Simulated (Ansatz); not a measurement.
All numbers below come from DFT PBE, scalar-relativistic, plane waves, PAW (Ansatz). Cutoff 420 eV, Γ-centred meshes of about 0.25 Å⁻¹ or finer for metals and 0.3 Å⁻¹ for insulators (2π included), Gaussian smearing. No spin polarisation.

This relaxed SiF5 cell comes from a structure search over trial cells.

```xyz
12
Lattice="8.2261 0.0000 0.0000 -4.1131 7.1240 0.0000 0.0000 0.0000 5.0236" Properties=species:S:1:pos:R:3 pbc="T T T"
Si    4.1131    2.3747    2.2610
Si    0.0000    4.7494    2.7626
F     5.4018    1.6306    2.7789
F     2.8244    1.6306    2.7789
F     4.1131    3.8628    2.7789
F     4.1131    2.3747    0.6811
F     0.0000    0.0000    0.7073
F     0.0000    0.0000    4.3163
F     0.0000    3.2613    2.2447
F    -1.2887    5.4934    2.2447
F     1.2887    5.4934    2.2447
F     0.0000    4.7494    4.3425
```

Wave vectors count in units of this cell's reciprocal vectors.

Q: Does it survive phonon and random-displacement tests?

A: No. The phonons at Γ go imaginary, to 42i cm⁻¹ at q = (0.00, 0.00, 0.00). With atoms moved at random and symmetry off, it falls by 8 meV/atom into P1 (No. 1). Conventional cell: a = 4.988 Å, b = 7.796 Å, c = 7.828 Å, α = 61.0°, β = 89.4°, γ = 89.9°. Si on its first site has 4 F at 1.58 Å; Si on its second site has 4 F at 1.58 Å; F on its first site is surrounded by 1 Si at 1.58 Å; F on its second site has 1 Si at 1.58 Å; 8 more sites not described.

```cif
data_structure
_symmetry_space_group_name_H-M 'P1'
_symmetry_Int_Tables_number 1
_cell_length_a 4.9877
_cell_length_b 7.7962
_cell_length_c 7.8277
_cell_angle_alpha 61.035
_cell_angle_beta 89.433
_cell_angle_gamma 89.923
_cell_volume 266.29
loop_
_atom_site_label
_atom_site_type_symbol
_atom_site_symmetry_multiplicity
_atom_site_Wyckoff_symbol
_atom_site_fract_x
_atom_site_fract_y
_atom_site_fract_z
_atom_site_occupancy
Si1 Si 1 a 0.45609 0.33191 0.33199 1
Si2 Si 1 a 0.54656 0.66709 0.66780 1
F1 F 1 a 0.35254 0.30942 0.15394 1
F2 F 1 a 0.35280 0.53145 0.31336 1
F3 F 1 a 0.34960 0.15547 0.52915 1
F4 F 1 a 0.77246 0.33163 0.33040 1
F5 F 1 a 0.92593 0.94332 0.96877 1
F6 F 1 a 0.06085 0.06165 0.03230 1
F7 F 1 a 0.65311 0.84362 0.47072 1
F8 F 1 a 0.64977 0.68956 0.84594 1
F9 F 1 a 0.65010 0.46761 0.68641 1
F10 F 1 a 0.23019 0.66727 0.66923 1
```

No dispersion correction is applied, so the spacing and binding between layers, chains or molecules are poorly described.
